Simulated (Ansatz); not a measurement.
Hf$_{3}$Si$_{2}$:
```xyz
10
Lattice="6.9947 0.0000 0.0000 0.0000 6.9947 0.0000 0.0000 0.0000 3.6679" Properties=species:S:1:pos:R:3 pbc="T T T"
Hf     4.7081     5.7839     1.8340
Hf     2.2866     1.2107     1.8340
Hf     1.2107     4.7081     1.8340
Hf     5.7839     2.2866     1.8340
Hf     3.4973     3.4973     0.0000
Hf     0.0000     0.0000     0.0000
Si     4.3626     0.8653     0.0000
Si     2.6321     6.1294     0.0000
Si     6.1294     4.3626     0.0000
Si     0.8653     2.6321     0.0000
```

Relaxed with r²SCAN.

Which orbitals make up the states near the Fermi level in the program Ansatz at the r²SCAN level (PAW)?

Within 0.5 eV of the Fermi level: Hf 5d 83 %, Si 3p 8 %, outside the projected shells 5 %. Projections are on Löwdin-orthogonalised atomic valence shells; empty p or d shells of many metals are not among them.

Tabulate the density of states.

States/eV per cell of 10 atoms, in 0.25 eV bins, energy from the Fermi level.

| E (eV) | total | Hf 5d | Si 3p | Hf 6s |
|---|---|---|---|---|
| -7.85 | 2.55 | 0.54 | 0.37 | 0.42 |
| -7.60 | 4.79 | 1.24 | 0.59 | 0.53 |
| -7.35 | 3.70 | 1.19 | 0.45 | 0.31 |
| -7.10 | 2.16 | 0.72 | 0.26 | 0.13 |
| -6.85 | 0.78 | 0.25 | 0.09 | 0.03 |
| -6.60 | 0.11 | 0.03 | 0.01 | 0.00 |
| -6.35 | 0.00 | 0.00 | 0.00 | 0.00 |
| -6.10 | 0.30 | 0.06 | 0.16 | 0.07 |
| -5.85 | 1.67 | 0.41 | 0.81 | 0.34 |
| -5.60 | 2.30 | 0.60 | 1.10 | 0.42 |
| -5.35 | 2.97 | 0.83 | 1.41 | 0.49 |
| -5.10 | 4.16 | 1.21 | 1.98 | 0.65 |
| -4.85 | 3.01 | 0.92 | 1.41 | 0.44 |
| -4.60 | 1.69 | 0.56 | 0.77 | 0.25 |
| -4.35 | 3.05 | 0.98 | 1.37 | 0.45 |
| -4.10 | 4.52 | 1.44 | 2.21 | 0.48 |
| -3.85 | 4.34 | 1.41 | 2.13 | 0.41 |
| -3.60 | 4.04 | 1.45 | 1.92 | 0.38 |
| -3.35 | 5.62 | 2.04 | 2.75 | 0.49 |
| -3.10 | 6.36 | 2.43 | 3.19 | 0.40 |
| -2.85 | 6.50 | 2.59 | 3.42 | 0.21 |
| -2.60 | 7.02 | 2.87 | 3.62 | 0.22 |
| -2.35 | 7.06 | 3.53 | 3.00 | 0.22 |
| -2.10 | 7.73 | 4.08 | 3.17 | 0.19 |
| -1.85 | 5.54 | 3.30 | 1.89 | 0.16 |
| -1.60 | 5.77 | 3.81 | 1.42 | 0.32 |
| -1.35 | 8.35 | 6.11 | 1.24 | 0.61 |
| -1.10 | 8.51 | 6.49 | 1.34 | 0.30 |
| -0.85 | 6.34 | 4.95 | 0.94 | 0.15 |
| -0.60 | 5.81 | 4.82 | 0.62 | 0.09 |
| -0.35 | 8.45 | 6.88 | 0.70 | 0.30 |
| -0.10 | 7.42 | 5.97 | 0.66 | 0.23 |
| 0.15 | 4.97 | 4.24 | 0.32 | 0.10 |
| 0.40 | 3.83 | 3.29 | 0.29 | 0.05 |
| 0.65 | 2.95 | 2.45 | 0.29 | 0.04 |
| 0.90 | 2.29 | 1.88 | 0.23 | 0.03 |
| 1.15 | 1.77 | 1.49 | 0.15 | 0.02 |
| 1.40 | 3.82 | 3.11 | 0.37 | 0.09 |
| 1.65 | 5.86 | 4.71 | 0.56 | 0.17 |
| 1.90 | 5.72 | 4.58 | 0.50 | 0.18 |
| 2.15 | 6.86 | 5.36 | 0.54 | 0.26 |
| 2.40 | 6.17 | 4.70 | 0.50 | 0.30 |
| 2.65 | 5.91 | 4.50 | 0.44 | 0.36 |
| 2.90 | 5.74 | 4.23 | 0.51 | 0.34 |
| 3.15 | 6.00 | 4.38 | 0.56 | 0.34 |
| 3.40 | 7.46 | 5.41 | 0.72 | 0.49 |
| 3.65 | 8.72 | 6.58 | 0.75 | 0.55 |
| 3.90 | 10.42 | 7.87 | 0.88 | 0.63 |
| 4.15 | 10.48 | 7.98 | 0.78 | 0.64 |
| 4.40 | 9.93 | 7.49 | 0.75 | 0.69 |
| 4.65 | 10.45 | 7.60 | 0.94 | 0.67 |

Space group P4/mbm. The workflow started from a Materials Project entry (that database holds measured and hypothetical structures alike); the Crystallography Open Database copy checked does not list it. Whether it is the stable phase at ambient conditions was not checked. The r²SCAN relaxation kept the symmetry of its start; whether a distortion lowers the energy is not shown. No spin polarisation was allowed. Scalar-relativistic: spin–orbit coupling is off unless named, which matters more the heavier the elements.

Potentials: the later of the program's two PAW sets.
